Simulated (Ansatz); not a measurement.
The start is a generated trial cell of Cr in the bcc structure type. A full variable-cell relaxation at zero pressure is run with r2SCAN (plane waves to 500 eV, PAW, scalar-relativistic; Ansatz, a quantum-chemistry and plane-wave program). The first steps use a coarse 16×16×16 k-mesh.

Starting cell:
```yaml
crystal:
  lattice:
    - [-1.44000, 1.44000, 1.44000]
    - [1.44000, -1.44000, 1.44000]
    - [1.44000, 1.44000, -1.44000]
  atoms:
    - { symbol: Cr, position: [0.00000, 0.00000, 0.00000] }
```
Spin-polarised start, with parallel moments on Cr.

How large is the pressure on the unrelaxed cell, and of which sign?

-12.9 GPa (negative: the cell is under tension).

How does the volume change?

-5.0 %, from 11.94 to 11.34 Å³/atom.

How do the shortest distances between atoms change?

The closest pairs of elements (up to four, under 3.6 Å), start → end: Cr–Cr 2.49 → 2.45 Å.

Write out the relaxed structure.


Space group Im-3m (No. 229); a = b = c = 2.831 Å, α = β = γ = 90.00°

```csv
atom,site,symmetry,x,y,z
Cr,2a,m-3m,0.0000,0.0000,0.0000
```
(The calculation used a cell of 1 atom; values per cell refer to that cell.)

The space group stays Im-3m (No. 229) (the run could not lower it); the end is bcc (W type), with 1 atom in the primitive cell. Final values are on a 23×23×23 k-mesh of the relaxed cell. No spin polarisation in the result: the starting moments vanished. A magnetic state may lie lower.

The run could not lose the symmetry of its start.
